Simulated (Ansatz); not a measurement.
Ti:
```cif
data_Ti3
_chemical_formula_sum 'Ti3'
_space_group_name_H-M_alt 'P 1'
_space_group_IT_number 1
_cell_length_a 4.51424
_cell_length_b 4.51424
_cell_length_c 2.79897
_cell_angle_alpha 90.000
_cell_angle_beta 90.000
_cell_angle_gamma 120.000
loop_
_space_group_symop_operation_xyz
  'x, y, z'
loop_
_atom_site_label
_atom_site_type_symbol
_atom_site_fract_x
_atom_site_fract_y
_atom_site_fract_z
_atom_site_occupancy
Ti1 Ti 0.00000 0.00000 0.00000 1
Ti2 Ti 0.33333 0.66667 0.50000 1
Ti3 Ti 0.66667 0.33333 0.50000 1
```

Relaxed with PBEsol.

Problem. Which orbitals make up the states near the Fermi level in DFT-PBEsol in the program Ansatz with PAW potentials?

Solution. Within 0.5 eV of the Fermi level: Ti 3d 90 %. Projections are on Löwdin-orthogonalised atomic valence shells; empty p or d shells of many metals are not among them.

Problem. Tabulate the density of states.

Solution. States/eV per cell of 3 atoms, in 0.25 eV bins, energy from the Fermi level.

```csv
E (eV),total,Ti 3d,Ti 4s,Ti 3p
-6.35,0.00,0.00,0.00,0.00
-6.10,0.05,0.00,0.04,0.00
-5.85,0.14,0.00,0.12,0.00
-5.60,0.20,0.00,0.17,0.00
-5.35,0.25,0.00,0.22,0.00
-5.10,0.30,0.01,0.26,0.01
-4.85,0.35,0.01,0.30,0.01
-4.60,0.40,0.02,0.35,0.01
-4.35,0.46,0.03,0.39,0.01
-4.10,0.53,0.05,0.45,0.02
-3.85,0.65,0.09,0.52,0.02
-3.60,0.71,0.14,0.54,0.02
-3.35,0.81,0.19,0.58,0.02
-3.10,1.10,0.36,0.70,0.02
-2.85,1.64,0.78,0.81,0.03
-2.60,3.04,2.04,0.92,0.03
-2.35,2.23,1.51,0.66,0.02
-2.10,3.96,3.14,0.72,0.03
-1.85,3.34,2.82,0.42,0.03
-1.60,4.58,4.04,0.37,0.04
-1.35,3.64,3.34,0.16,0.02
-1.10,4.23,3.89,0.13,0.03
-0.85,4.78,4.31,0.15,0.04
-0.60,5.60,4.99,0.19,0.04
-0.35,3.01,2.70,0.14,0.02
-0.10,2.16,1.84,0.16,0.01
0.15,3.96,3.62,0.19,0.02
0.40,4.92,4.50,0.22,0.02
0.65,5.11,4.59,0.26,0.02
0.90,4.70,4.29,0.15,0.02
1.15,9.47,8.81,0.22,0.03
1.40,4.14,3.87,0.12,0.01
1.65,4.11,3.89,0.11,0.01
```

Space group P6/mmm. This is a known high-pressure phase of the composition, computed here at zero pressure and temperature. The PBEsol relaxation kept the symmetry of its start; whether a distortion lowers the energy is not shown. No spin polarisation was allowed.

Potentials: the earlier of the program's two PAW sets. The files were generated under PBE; for other functionals the program regenerates the frozen cores, and for LDA and PBEsol the local potential too.
